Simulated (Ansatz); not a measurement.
Input:

FeGe:
```xyz
2
Lattice="2.9978 0.0000 0.0000 -1.4989 2.5962 0.0000 0.0000 0.0000 3.4778" Properties=species:S:1:pos:R:3 pbc="T T T"
Fe     0.0000     0.0000     0.0000
Ge     1.4989     0.8654     1.7389
```
Starting moments (μB, in the order of the atoms Fe Ge): 1.7 -0.1.

This is the PBE-relaxed structure.

### Question
All from the program Ansatz at the PBE level (PAW), unless another level is named. Estimate the electronic character.

### Answer
metallic (no gap).

### Question
Give the formation energy from the elements (no fitted shifts).

### Answer
9 meV/atom.

### Question
Predict the density of states at the Fermi level.

### Answer
0.48 states/eV per atom (mean over ±0.08 eV).

Space group P-6m2. The cell is a constructed one: a structure type filled with these elements; neither database checked (COD, Materials Project) lists it. COD files the formula under space group No. 198, so this cell is another polymorph or a model. Its standing as an ambient phase is unchecked. The cell was relaxed with PBE under the symmetry of its start; whether a distortion lowers the energy is not shown. Spin order of the final state: ferromagnetic, chosen from 4 collinear starts compared on coarse meshes (ties went to the first, and starts can fall back to one state), not a proven ground state. The references are the lowest solids computed at this level, not always the standard phases. Scalar-relativistic: spin–orbit coupling is off unless named, which matters more the heavier the elements.

Potentials: the later of the program's two PAW sets.
